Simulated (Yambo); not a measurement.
G0W0@PBEsol for CsCdF$_{3}$ (cubic perovskite, space group Pm-3m, No. 221) in Yambo. Reference settings: 4×4×4 Γ-centred k mesh, bands 5 to 139 and a 7 Ry block in the screening, 139 bands in G with the Bruneval-Gonze terminator, plasmon pole fitted at 27.2 eV. The PBEsol gap R → Γ on this mesh is 3.23 eV; G0W0 gaps are taken between the same points.

The settings were changed. The gap went from 6.19 eV to 6.29 eV, and the shift of the valence edge from -1.69 eV to -1.83 eV.

Which change was made?
(A) 42 bands in W, 42 bands in G, 2 Ry block
(B) 42 bands in W, 42 bands in G, 3 Ry block
(C) 2×2×2 mesh
(D) 4 Ry block

D, 4 Ry block. The others gave (gap, valence shift): 2×2×2 mesh: 6.21, -1.65 eV; 42 bands in W, 42 bands in G, 2 Ry block: 8.12, -2.75 eV; 42 bands in W, 42 bands in G, 3 Ry block: 7.63, -2.22 eV.

Spin-orbit coupling is not included.

Geometry of the Materials Project entry, not relaxed at this level; primitive cell a = b = c = 4.487 Å, α = β = γ = 90.00°.

The structure is a Materials Project entry; no match was found in the copy of COD used, and its stability was not checked.

A shift is the quasiparticle energy of the state minus its PBEsol energy.
